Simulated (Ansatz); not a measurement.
CuCl:
Space group F-43m (No. 216); a = b = c = 5.290 Å, α = β = γ = 90.00°

```csv
atom,site,symmetry,x,y,z
Cu,4a,-43m,0.0000,0.0000,0.0000
Cl,4c,-43m,0.2500,0.2500,0.2500
```
(The calculation used a cell of 2 atoms; values per cell refer to that cell.)

Relaxed with PBEsol.

Decompose the optical modes at the zone centre into irreducible representations, and say which are infrared and Raman allowed.

Point group -43m: Γ_opt = T2. Infrared: T2. Raman: T2.

Assign frequencies (DFPT, PBEsol in the plane-wave PAW code Ansatz; without the LO–TO term).

T2 168 cm⁻¹.

Symmetry was held in the PBEsol relaxation; of distortions, only those at the zone centre were tested. No spin polarisation was allowed.

Potentials: the later of the program's two PAW sets.
